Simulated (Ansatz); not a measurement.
NiS:
```yaml
crystal:
  lattice:
    - [3.46641, 0.00000, 0.00000]
    - [-1.73321, 3.00200, 0.00000]
    - [0.00000, 0.00000, 5.39547]
  atoms:
    - { symbol: Ni, position: [0.00000, 0.00000, 0.00000], spin: 1.2 }
    - { symbol: Ni, position: [0.00000, 0.00000, 0.50000], spin: -1.2 }
    - { symbol: S, position: [0.33333, 0.66667, 0.25000] }
    - { symbol: S, position: [0.66667, 0.33333, 0.75000] }
```

Relaxed with r²SCAN. Independent-particle spectrum: no excitons, no local fields, no scissors shift; 0.1 eV broadening; ε₁ of the summed bands alone.

Problem. Tabulate the dielectric function from plane-wave PAW r²SCAN (Ansatz code).

Solution. 

```csv
E (eV),ε₁ xx,ε₂ xx,ε₁ zz,ε₂ zz
0.0,18.42,0.00,19.52,0.00
0.5,19.79,0.00,20.84,0.00
1.0,30.02,2.38,28.99,0.64
1.5,20.21,22.43,39.83,23.02
2.0,1.14,23.02,-6.46,31.52
2.5,-1.49,11.07,-4.26,9.03
3.0,-0.01,6.50,2.40,5.65
3.5,2.53,5.63,1.77,6.34
4.0,2.65,2.84,1.83,3.66
4.5,5.65,2.16,5.92,3.47
5.0,6.91,6.91,3.33,7.87
5.5,5.11,7.38,3.40,7.37
6.0,5.20,6.08,1.82,5.57
6.5,3.44,9.39,2.72,4.76
7.0,0.95,6.21,2.34,3.88
7.5,3.30,5.28,5.02,5.43
8.0,3.87,7.68,3.81,7.24
8.5,1.68,9.34,1.56,8.59
9.0,-1.30,8.11,0.11,7.76
9.5,-1.67,6.48,-1.84,7.02
10.0,-1.46,5.33,-1.87,5.47
10.5,-1.59,4.96,-1.67,4.24
11.0,-1.76,4.65,-0.54,4.74
11.5,-2.17,3.99,-2.65,4.31
12.0,-1.87,3.62,-2.31,3.89
```

Problem. From ε at 2.0 eV (xx: 1.14 + 23.02i), find n, k, the normal reflectivity and the absorption coefficient.

Solution. n = 3.48, k = 3.310, R = 55 %, α = 2kE/ħc = 670000 cm⁻¹.

With all bands, ε∞ without local fields is 18.6 (xx = yy), 19.7 (zz).

Space group P6_3/mmc (NiAs type). The workflow started from an entry of the Crystallography Open Database (COD, 300 K), which files this formula under 3 space groups. Whether it is the stable phase at ambient conditions was not checked. The r²SCAN relaxation kept the symmetry of its start, as lowered by the spin order; its stability against distortions is not shown here. Magnetic state: antiferromagnetic, chosen from 5 collinear starts compared on coarse meshes (ties went to the first, and starts can fall back to one state), not a proven ground state. Other orbital occupations within this spin state were not tried. No Hubbard U is applied.

Potentials: the later of the program's two PAW sets.
